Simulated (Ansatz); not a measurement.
## Notes on K2NaRhF6

```
K F Rh Na
1.0
     0.00000    4.18919    4.18919
     4.18919    0.00000    4.18919
     4.18919    4.18919    0.00000
K F Rh Na
2 6 1 1
Direct
  0.25000 0.25000 0.25000
  0.75000 0.75000 0.75000
  0.76200 0.23800 0.23800
  0.23800 0.76200 0.23800
  0.23800 0.76200 0.76200
  0.76200 0.23800 0.76200
  0.23800 0.23800 0.76200
  0.76200 0.76200 0.23800
  0.00000 0.00000 0.00000
  0.50000 0.50000 0.50000
```

Single point in Ansatz 0.2.0 with r2SCAN, no spin polarisation. Cutoff 500 eV, PAW datasets, 5×5×5 Γ-centred k mesh, fermi-dirac filling (width 0.1 eV).

- Charges: Bader charges in e: K +0.91, Na +0.90, Rh +1.64, F -0.73. In the mean Rh gives up most and F takes most.
- Formation energy: -2.65 eV an atom against the elements' usual phases (free molecules for gases, crystals otherwise, with no correction for O₂ or N₂), so it is bound against them; other compounds may still compete. Relaxing would lower it.
- Band edges: Within 0.7 eV of the edges, the states project mainly on Rh d (74 %) and F p (25 %) below the gap and on Rh d (66 %) and F p (29 %) above it.
- Electronic structure: The gap is 2.56 eV, direct at the points sampled.

Origin: a database entry at a rescaled volume.
